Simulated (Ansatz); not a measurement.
**Kick test of a cell of AlNi5**

The structure comes from a generated guess, relaxed at this level; another structure or a mixture of phases may lie lower.

All numbers below come from Ansatz, DFT PBE, scalar-relativistic, plane waves, PAW. Settings: cutoff 420 eV, Γ-centred mesh 18×18×4 on the computed 6-atom cell, Gaussian smearing of 0.10 eV; collinear spin from starting moments 0.0 -0.5 -0.5 -0.5 -0.5 -0.5 μB.

The cell below (6 atoms, space group P-3m1 (No. 164)) is relaxed within its symmetry.

```
CELL_PARAMETERS angstrom
2.57002 0.00000 0.00000
-1.28501 2.22570 0.00000
0.00000 0.00000 11.96203
ATOMIC_POSITIONS crystal
Al 0.00000 0.00000 0.00000
Ni 0.66667 0.33333 0.66588
Ni 0.33333 0.66667 0.83567
Ni 0.66667 0.33333 0.16433
Ni 0.33333 0.66667 0.33412
Ni 0.00000 0.00000 0.50000
```

For the test a repeat of it with 12 atoms (edges 2.57, 4.45, 11.96 Å) was strained at random (σ = 1.5 % a component), the atoms were moved at random (σ = 0.05 Å), and all was relaxed again on a coarse 8×6×2 mesh (in the run’s order of axes) with 0.20 eV smearing, with no symmetry imposed.

The magnetic state reached may not be the lowest.

**Question.** Is the structure stable against such a distortion?

**Answer.** It returns, within 1 meV/atom of the unmoved cell on that mesh and with the same symmetry when read at 0.1 Å (C2/m at 0.01 Å, so small strains and shifts remain). So it is stable against the distortions that fit this cell and that this random move excites. Modes that don't fit the cell aren't tested.
